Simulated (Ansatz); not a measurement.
A generator proposed this cell of MgBe2Ge.

```
Mg Be Ge
1.0
     4.35074    0.00000    0.00000
     0.00000    4.35074    0.00000
     0.00000    0.00000    3.07644
Mg Be Ge
1 2 1
Cartesian
  0.0000 0.0000 0.0000
  2.1754 0.0000 1.5382
  0.0000 2.1754 1.5382
  2.1754 2.1754 0.0000
```

All numbers below come from Ansatz, DFT PBE, scalar-relativistic, plane waves, PAW. Settings: cutoff 420 eV, Γ-centred mesh 4×4×6 on the computed 4-atom cell, Gaussian smearing of 0.10 eV; no spin polarisation.

Energies over the elements count from the elements' standard structures at the same level, with no fitted energy shifts.

Task: How far from equilibrium is it?

Result: The pressure is -2.9 GPa (the mean over three directions, positive in compression), the largest force is 0.00 eV/Å (symmetry fixes the atoms), and the energy is +0.49 eV/atom against the elements. The shortest distance is 2.66 Å.

Task: Is it a good guess?

Result: A fair one: relaxing gains about 0.16 eV/atom (the start's value is from the coarse mesh, so the gain is rough) in 16 ionic steps and ends at +0.33 eV/atom on the finer mesh. The symmetry stays P4/mmm (No. 123). The volume per atom shrinks by 7.1 %, from 14.6 to 13.5 Å³. The shortest distance stays 2.66 Å (Be–Ge and Mg–Be). The ratio c/a of the conventional cell changes by a factor of 1.37. Conventional cell: a = 3.823 Å, c = 3.702 Å. Mg has 8 Be at 2.66 Å and 4 Ge at 2.70 Å; Be has 4 Ge at 2.66 Å, 4 Mg at 2.66 Å and 4 Be at 2.70 Å; Ge is surrounded by 8 Be at 2.66 Å and 4 Mg at 2.70 Å.

The last run used a 12×12×12 mesh for its 4-atom cell and Gaussian smearing of 0.10 eV. The relaxation can't lower the symmetry of the start, and the grade says only how near the guess is to its own end. A structure relaxed within its symmetry needn't be a true minimum.
